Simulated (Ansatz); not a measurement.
Consider the following.

BP (CsCl type, Pm-3m), a = b = c = 2.714 Å, α = β = γ = 90.00°.

This is the PBE-relaxed structure.

Problem. All from PBE (plane waves, PAW; program Ansatz), unless another level is named. Predict the electronic character.

Solution. metallic (no gap).

Problem. Next, the formation energy from the elements (no fitted shifts)?

Solution. 1.41 eV/atom.

Problem. What about the density of states at the Fermi level?

Solution. 0.40 states/eV per atom (mean over ±0.08 eV).

The cell is a constructed one: a structure type filled with these elements; neither database checked (COD, Materials Project) lists it. It is not the phase usual at ambient conditions (space group No. 216). Symmetry was held in the PBE relaxation; whether a distortion lowers the energy is not shown. The references are the lowest solids computed at this level, not always the standard phases.

Potentials: the later of the program's two PAW sets.
